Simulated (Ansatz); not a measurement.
Tl (diamond type), DFT, PBEsol, all-electron LAPW, scalar-relativistic (Ansatz 0.2.0), on 1 thread of Arm Neoverse V1 (shared host).

Command: `ansatz run input.yaml --threads 1 --pin off --max-ram 2048MiB --backend cpu --events-out ev --progress --plain --runs-dir out`

```yaml
crystal:
  lattice:
    - [0.0, 3.4017220227, 3.4017220227]
    - [3.4017220227, 0.0, 3.4017220227]
    - [3.4017220227, 3.4017220227, 0.0]
  atoms:
    - { symbol: Tl, position: [-0.2375, -0.0875, -0.0875] }
    - { symbol: Tl, position: [0.2375, 0.0875, 0.0875] }
kpoints:
  mp_grid: { grid: [8, 8, 8] }
scf:
  occupations: { method: fermi_dirac, width: 0.05 }
hamiltonian:
  xc: pbesol
  pseudopotentials: { kind: all_electron, lapw: { basis_error: 0.001 } }
output:
  forces: true
  stress: true
  eigenvalues: true
  populations: true
```

(1) How large is the problem that the program sets up?

(2) About how long does it take, and how much memory?

Answers

(1) 65 irreducible k-points, 2229 plane waves at Γ, 62 bands.

(2) 2.6 min of wall time for 8 SCF iterations, with a peak of 0.95 GiB. Times on shared machines scatter by tens of per cent.
